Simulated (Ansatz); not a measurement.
Level of theory: DFT PBE, scalar-relativistic, plane waves, PAW (Ansatz). Settings: cutoff 420 eV, Γ-centred meshes spaced at most about 0.3 Å⁻¹ (2π included), Gaussian smearing. No spin polarisation in the final relaxations.

All energies are static (0 K, no zero-point motion). All come from trial cells, and lower structures may exist.

Question: These unrelaxed guesses for Sn₂PbO₃ are each relaxed within their symmetry. Order them by the energy at which they end, lowest first.
A.

Space group P4mm (No. 99). a = 3.911 Å, b = 3.911 Å, c = 14.951 Å, α = 90.00°, β = 90.00°, γ = 90.00°
```
atom  site  symmetry       x       y       z
  Sn    1b       4mm  0.5000  0.5000  0.4123
  Sn    1a       4mm  0.0000  0.0000  0.2544
  Sn    1a       4mm  0.0000  0.0000  0.5877
  Sn    1a       4mm  0.0000  0.0000  0.9210
  Pb    1b       4mm  0.5000  0.5000  0.0790
  Pb    1b       4mm  0.5000  0.5000  0.7456
   O    2c      2mm. 0.0000  0.5000  0.0000
   O    2c      2mm. 0.0000  0.5000  0.3333
   O    2c      2mm. 0.0000  0.5000  0.6667
```

B.

Space group P4/nmm:1 (No. 129). a = 3.903 Å, b = 3.903 Å, c = 15.006 Å, α = 90.00°, β = 90.00°, γ = 90.00°
```json
{"atom": "Sn", "site": "2c", "symmetry": "4mm", "x": "0.0000", "y": "0.5000", "z": "0.9118"}
{"atom": "Sn", "site": "2c", "symmetry": "4mm", "x": "0.0000", "y": "0.5000", "z": "0.5785"}
{"atom": "Pb", "site": "2c", "symmetry": "4mm", "x": "0.0000", "y": "0.5000", "z": "0.2451"}
{"atom": "O", "site": "4f", "symmetry": "2mm.", "x": "0.5000", "y": "0.5000", "z": "0.8333"}
{"atom": "O", "site": "2b", "symmetry": "-4m2", "x": "0.5000", "y": "0.5000", "z": "0.5000"}
```

Answer: A (ends in P4mm, 0 meV/atom), B (ends in P4/nmm, 12 meV/atom).

No dispersion correction is applied, so the spacing and binding between layers, chains or molecules are poorly described (P4mm, P4/nmm), and this can change margins and order among such cells. Spin–orbit coupling, which can matter for Pb, is left out. Cells relaxed within their symmetry can be saddle points. Some candidate types were left out of the draw beforehand, so a known form may be missing.
